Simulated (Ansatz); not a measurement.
Ge in space group Cmmm (No. 65; Ge on 2c) under volume change, DFT-r²SCAN in the program Ansatz with PAW potentials, shape and atoms relaxed at each volume.

```
V (Å³/atom)  E − E(relaxed) (meV/atom)  P (GPa)
-----------  -------------------------  -------
17.047                            42.2     8.70
17.609                            17.8     5.29
18.171                             4.3     2.49
18.733                             0.0     0.00
19.295                             3.8    -2.13
19.857                            14.6    -3.95
20.419                            31.1    -5.41
```

**Question.** What does a third-order Birch–Murnaghan fit give for V₀, B₀ and B′?

**Answer.** V₀ = 18.73 Å³/atom, B₀ = 75.7 GPa, B′ = 4.2.

The workflow started from a Materials Project entry (that database holds measured and hypothetical structures alike); the Crystallography Open Database copy checked does not list it. It is not the phase usual at ambient conditions (space group No. 227). The r²SCAN relaxation kept the symmetry of its start; whether a distortion lowers the energy is not shown.

Potentials: the later of the program's two PAW sets.
